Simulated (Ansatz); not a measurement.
LaAu: computed property card

LaAu:
```cif
data_Au2La2
_chemical_formula_sum 'La2 Au2'
_space_group_name_H-M_alt 'P 1'
_space_group_IT_number 1
_cell_length_a 6.10414
_cell_length_b 6.10414
_cell_length_c 4.82018
_cell_angle_alpha 90.000
_cell_angle_beta 90.000
_cell_angle_gamma 141.874
loop_
_space_group_symop_operation_xyz
  'x, y, z'
loop_
_atom_site_label
_atom_site_type_symbol
_atom_site_fract_x
_atom_site_fract_y
_atom_site_fract_z
_atom_site_occupancy
La1 La 0.86523 0.13477 0.75000 1
La2 La 0.13477 0.86523 0.25000 1
Au1 Au 0.58731 0.41269 0.75000 1
Au2 Au 0.41269 0.58731 0.25000 1
```

Space group Cmcm (No. 63); conventional cell a = 3.9873 Å, b = 11.5388 Å, c = 4.8202 Å, α = β = γ = 90.00°.

Method: plane-wave PAW r²SCAN (Ansatz code). Structure relaxed to zero pressure with the same functional. Other levels are named where they apply.

**Cell and energy**

```yaml
volume_per_atom: 27.72 Å³
density: 10.06 g/cm³
Formation energy from the elements (no fitted shifts): -0.90 eV/atom
```

**Electronic structure**

```yaml
electronic_character: metallic (no gap)
Density of states at the Fermi level: 0.60 states/eV per atom (mean over ±0.08 eV)
```

The first step of the workflow began from a Materials Project structure, measured or hypothetical; the Crystallography Open Database copy checked does not list it. Whether it is the stable phase at ambient conditions was not checked. The r²SCAN relaxation kept the symmetry of its start; its stability against distortions is not shown here. Axis ratios of metals converge slowly with the k-mesh, so a and c are less sure than the volume. The references are the lowest solids computed at this level, not always the standard phases. Scalar-relativistic: spin–orbit coupling is off unless named, which matters more the heavier the elements.

Potentials: the later of the program's two PAW sets.
